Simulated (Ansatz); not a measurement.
# LaBi (Fm-3m), elastic constants by finite strains: input and output

Computed with LDA, all-electron LAPW in Ansatz 0.2.0, scalar-relativistic; not a measurement.

Cell and atoms were relaxed beforehand by PAW with this functional.

Command:

```sh
ansatz run input.yaml --threads 1 --pin off --max-ram 2560MiB --backend cpu --events-out ev --progress --plain --runs-dir out
```

Input:

```yaml
crystal:
  lattice:
    - [0.0, 3.25164585578, 3.25164585578]
    - [3.25164585578, 0.0, 3.25164585578]
    - [3.25164585578, 3.25164585578, 0.0]
  atoms:
    - { symbol: La, position: [0.0, 0.0, 0.0] }
    - { symbol: Bi, position: [0.5, 0.5, 0.5] }
kpoints:
  mp_grid: { grid: [12, 12, 12] }
scf:
  occupations: { method: fermi_dirac, width: 0.1 }
hamiltonian:
  xc: lda
  pseudopotentials: { kind: all_electron, lapw: { basis_error: 0.001 } }
elastic:
  mode: relaxed_ion
  stencil: four_point
  amplitude: 0.005
```

Output:

```
Warning: RAYON_NUM_THREADS=1 ignored (pool sized by the plan → 1); use --threads N
LAPW: plane waves up to 6.861 Å⁻¹, error target 1.0e-3 eV per atom; small_component_spin mean_spin; La in spheres of 1.512 Å, 29 of its electrons in bands, Dirac shells []; Bi in spheres of 1.642 Å, 37 of its electrons in bands, ...
Engine: ansatz 0.2.0, x86_64-unknown-linux-gnu
Pseudopotentials: kind: all_electron
Pseudopotential: La, LAPW, valence charge 29, lapw/all_electron/scalar/gaussian/La, Koelling and Harmon's equation, gaussian nucleus
Pseudopotential: Bi, LAPW, valence charge 37, lapw/all_electron/scalar/gaussian/Bi, Koelling and Harmon's equation, gaussian nucleus
Functional definition: SPW92
  exchange = slater_x
  correlation = pw_c
Crystal: 2 atoms, lattice volume = 68.761 Å³
Basis set: ecut = 179.3256546911055 eV, 339 PW (Γ), exchange–correlation at level 2
Bands: 40, of which v1, the nominal top of the filled ones, is band 33 counted from 1 (32 counted from 0)
Symmetry: 48 space group operations
Space group: Fm-3m (ITA 225), of the structure as read, at distance tolerance 4.1e-5 Å
k-points: 72 of 1728
Non-local potential: La, projectors of the file, none
Non-local potential: Bi, projectors of the file, none
Initial density: superposition of atomic densities (chi_scale 0.1, normalization cell, long waves kept (reshape's long-wave potential 0.00 eV rms))
Initial wavefunctions: plane waves of lowest kinetic energy (no species holds an atomic orbital)
Functional: x = slater, c = lda
iter 1 solved again at ethr=3.73e-4 eV; its pass at ethr=1.00e-1 eV (dr2=2.46e-1 eV) is discarded
SCF iter   1: F=—  HF=-816332.171344 eV  |F-HF|=—  |Δ(HF+E_count)|=         —  Δρ=1.38e-2  dr2=2.46e-1  ethr=3.73e-4  ⟨swp⟩=2.1  Hψ=17713  notcnv=0
preconditioner: auto → Kerker (q_TF=auto, 2.710 Å⁻¹)  [metal: Δε(μ)=0.053 eV  Ē_g=16.081 eV  σ=0.100 eV  W_gap=0.13  n_scr=14 (ndim 8)  ℏωp=21.9 eV  f_vac=0.011  D(μ)=0.26/eV (n_scr^D=0)]
SCF iter   2: F=—  HF=-816332.148537 eV  |F-HF|=—  |Δ(HF+E_count)|=   2.28e-2  Δρ=1.15e-2  dr2=2.04e-1  ethr=3.73e-4  ⟨swp⟩=2.0  Hψ=8813  notcnv=0
SCF iter   3: F=—  HF=-816332.113623 eV  |F-HF|=—  |Δ(HF+E_count)|=   3.49e-2  Δρ=5.05e-3  dr2=3.99e-2  ethr=3.09e-4  ⟨swp⟩=2.0  Hψ=8228  notcnv=0
SCF iter   4: F=—  HF=-816332.105191 eV  |F-HF|=—  |Δ(HF+E_count)|=   8.43e-3  Δρ=2.32e-3  dr2=9.58e-3  ethr=6.05e-5  ⟨swp⟩=2.0  Hψ=8729  notcnv=0
iter 5 solved again at ethr=1.36e-6 eV; its pass at ethr=1.45e-5 eV (dr2=8.99e-4 eV) is discarded
SCF iter   5: F=—  HF=-816332.105496 eV  |F-HF|=—  |Δ(HF+E_count)|=         —  Δρ=7.60e-4  dr2=8.98e-4  ethr=1.36e-6  ⟨swp⟩=2.0  Hψ=14545  notcnv=0
the basis was enlarged: its passes take 49.2 KiB over the memory plan, 1 of 1 planned eigensolver slots
SCF iter   6: F=—  HF=-816332.104767 eV  |F-HF|=—  |Δ(HF+E_count)|=   7.30e-4  Δρ=4.81e-4  dr2=2.00e-4  ethr=1.36e-6  ⟨swp⟩=2.0  Hψ=8736  notcnv=0
SCF iter   7: F=—  HF=-816332.104807 eV  |F-HF|=—  |Δ(HF+E_count)|=   3.96e-5  Δρ=4.99e-5  dr2=2.87e-6  ethr=3.03e-7  ⟨swp⟩=2.1  Hψ=8742  notcnv=0
SCF iter   8: F=—  HF=-816332.104801 eV  |F-HF|=—  |Δ(HF+E_count)|=   5.88e-6  Δρ=2.62e-5  dr2=5.28e-7  ethr=4.35e-9  ⟨swp⟩=2.9  Hψ=8884  notcnv=0
[... 154 lines left out ...]
SCF 9 converged in 11 iterations: F = -816332.104444 eV  dr2 = 8.11e-14
SCF converged after 17 iterations
Free energy (F): -816332.104800 eV
Harris-Foulkes:  -816332.104800 eV  (|F-HF|=1.16e-10)
Internal energy: -816332.093220 eV  (E = F + TS)
E sigma→0 (E₀):  -816332.099010 eV
Entropy (-TS):   -0.011581 eV (-5.790 meV/atom)
Fermi energy:    13.886104 eV
--- Per-component energies (eV) ---
  E_band       = -5041.141794
  E_kinetic    = 924060.254707
  E_xc         = -15868.898830
  E_electrostatic = -1724523.449097  (all electrons and nuclei)
  E_smearing   = -0.011581  (= −TS)
  E_closure    = 0.000000  (closes the sum)
  Σ components = -816332.104800   (vs F -816332.104800, Δ=0.00e0)
  Basis errors (estimates in eV, not in F): energy 3.8e-4 per atom: plane waves 3.4e-4 (1.9e-4 summed), levels above the bands 7.4e-12, relativity 1.0e-8, radial functions 4.4e-5, core shells 3.7e-9; eigenvalues (radial functions ...
--- Forces (eV/Å), atoms counted from 1 ---
  atom   1  La     0.00000000    -0.00000000     0.00000000
  atom   2  Bi    -0.00000000    -0.00000000    -0.00000000
  max |Σ_I F_I| component: 1.58e-30 eV/Å
--- Stress (GPa, compression-positive) ---
       -0.023134      -0.000000      -0.000000
       -0.000000      -0.023134      -0.000000
       -0.000000      -0.000000      -0.023134
  P = ⅓ Tr σ = -0.0231 GPa (-0.231 kbar)
--- Elastic constants: 2 strain directions × 4 members + reference (group order 48) ---
  dense FFT box of the reference and of every strained cell: 24×24×24
  strains applied: 11, 23; error gains: componentwise 1.00 (the most a stress slope's error grows in a printed constant), spectral 1.73 (1 for all six strains in a standard setting)
  C = ∂σ_k/∂η_j (tension-positive GPa; Voigt order 11 22 33 23 13 12):
       142.612     13.204     13.204      0.000      0.000     -0.000
        13.204    142.612     13.204     -0.000      0.000     -0.000
        13.204     13.204    142.612     -0.000     -0.000      0.000
         0.000     -0.000     -0.000     16.634      0.000     -0.000
        -0.000      0.000     -0.000     -0.000     16.634     -0.000
         0.000     -0.000     -0.000     -0.000      0.000     16.634
  reference stress σ⁰ (GPa):      0.023      0.023      0.023      0.000      0.000      0.000
  no Pulay correction (none for the plane-wave cutoff is built on LAPW): the batch's stresses and constants are at fixed plane waves
  C* (energy form; C + prestress term) asymmetry max|C*_kj − C*_jk| = 5.329e-15 GPa — a small one proves nothing (zero by symmetry where the batch's group is 432, −43m or m−3m); a large one is finite-difference/SCF noise where ...
  moduli (Voigt/Reuss/Hill, GPa): K = 56.34/56.34/56.34   G = 35.86/23.67/29.76   E = 75.92   ν = 0.275
  mechanically stable: yes (min eigenvalue of sym C = 16.63 GPa)
  where every solve meets its electron count the energy-path curvature estimates C_jj along a normal strain and C_jj − ¼(σ⁰_aa + σ⁰_bb) along a shear (ab), closely only under elastic.basis: deformed
  strain η (Voigt 11):  stress-route row diagonal C_11 = 142.61 GPa, energy-path curvature d²(F+E_count)/dδ²/Ω₀ = 142.61 GPa
    cells at ±δ against ±2δ: C11 142.68 and 142.89 GPa, apart by 0.14 % of the column's largest entry
         δ    σ_11 (GPa)             F (eV)   n_scf  n_hpsi   n_pw
    -1.000e-2      -1.4953     -816332.1017083      13  301240    388   relax 0 steps, max|allowed force component| 1.47e-29 eV/Å
    -5.000e-3      -0.7127     -816332.1040687      13  304256    388   relax 0 steps, max|allowed force component| 1.58e-30 eV/Å
     5.000e-3       0.7141     -816332.1040015      13  304056    388   relax 0 steps, max|allowed force component| 9.12e-31 eV/Å
     1.000e-2       1.3624     -816332.1017661      14  321165    388   relax 0 steps, max|allowed force component| 5.92e-31 eV/Å
  strain η (Voigt 23):  stress-route row diagonal C_44 = 16.63 GPa, energy-path curvature d²(F+E_count)/dδ²/Ω₀ = 16.62 GPa
    cells at ±δ against ±2δ: C44 16.63 and 16.63 GPa, apart by 0.01 % of the column's largest entry
         δ    σ_23 (GPa)             F (eV)   n_scf  n_hpsi   n_pw
    -1.000e-2      -0.1663     -816332.1044437      11  464663    388   relax 0 steps, max|allowed force component| 7.69e-30 eV/Å
    -5.000e-3      -0.0832     -816332.1047112      11  466810    388   relax 0 steps, max|allowed force component| 4.73e-30 eV/Å
     5.000e-3       0.0832     -816332.1047112      11  466760    388   relax 0 steps, max|allowed force component| 6.26e-30 eV/Å
     1.000e-2       0.1663     -816332.1044437      11  464626    388   relax 0 steps, max|allowed force component| 1.33e-30 eV/Å
```

Self-consistency was reached.

**Elastic constants**

Elastic constants of a crystal by Kohn-Sham DFT: slopes of the stress over finite engineering strains of the given cell, Voigt indices, Cartesian axes as in the input.

| Property | Result |
| --- | --- |
| Pressure at rest | -0.023 GPa |
| Least elastic eigenvalue | 16.63 GPa |
| Elastically stable | yes |

| index | elastic (GPa) |
| --- | --- |
| 11 | 142.6 |
| 12 | 13.2 |
| 44 | 16.63 |

**Elastic moduli**

Hill averages of a grain aggregate, Debye temperature from the mean sound speed over directions.

```json
{
 "Bulk modulus": "56.34 GPa",
 "Shear modulus": "29.76 GPa",
 "Young modulus": "75.92 GPa",
 "Poisson ratio": "0.2754",
 "Bulk over shear modulus": "1.893",
 "Elastic anisotropy index": "2.576",
 "Least young modulus": "45.43 GPa",
 "Largest young modulus": "140.4 GPa",
 "Longitudinal sound speed": "3381 m/s",
 "Transverse sound speed": "1882 m/s",
 "Elastic debye temperature": "182.4 K",
 "Linear compressibility (x, y, z)": "5.917, 5.917, 5.917 1/TPa",
 "Zener ratio": "0.2571",
 "Cauchy pressure": "-3.43 GPa"
}
```

**Strained cells**

Stress of each strained cell less that at rest, tension positive.

| strain component | strain | stress xx (GPa) | stress yy (GPa) | stress zz (GPa) | stress yz (GPa) | stress xz (GPa) | stress xy (GPa) | relaxation steps |
| --- | --- | --- | --- | --- | --- | --- | --- | --- |
| xx | -0.01 | -1.518 | -0.1327 | -0.1327 | 0 | 0 | 0 | 0 |
| xx | -0.005 | -0.7358 | -0.0662 | -0.0662 | 0 | 0 | 0 | 0 |
| xx | 0.005 | 0.691 | 0.0658 | 0.0658 | 0 | 0 | 0 | 0 |
| xx | 0.01 | 1.339 | 0.1312 | 0.1312 | 0 | 0 | 0 | 0 |
| yz | -0.01 | 0.0009 | 0.0001 | 0.0001 | -0.1663 | 0 | 0 | 0 |
| yz | -0.005 | 0.0002 | 0 | 0 | -0.0832 | 0 | 0 | 0 |
| yz | 0.005 | 0.0002 | 0 | 0 | 0.0832 | 0 | 0 | 0 |
| yz | 0.01 | 0.0009 | 0.0001 | 0.0001 | 0.1663 | 0 | 0 | 0 |

Known limits: responses of metals move with mesh and smearing; no spin-orbit coupling on heavy atoms; the softest shear constant rests on one k mesh, and a soft shear can herald a distortion on cooling.

Time and hardware: 17 min on 1 thread of Intel(R) Xeon(R) Platinum 8259CL CPU @ 2.50GHz (Skylake/Cascade Lake) (shared host), peak memory 1.2 GiB.
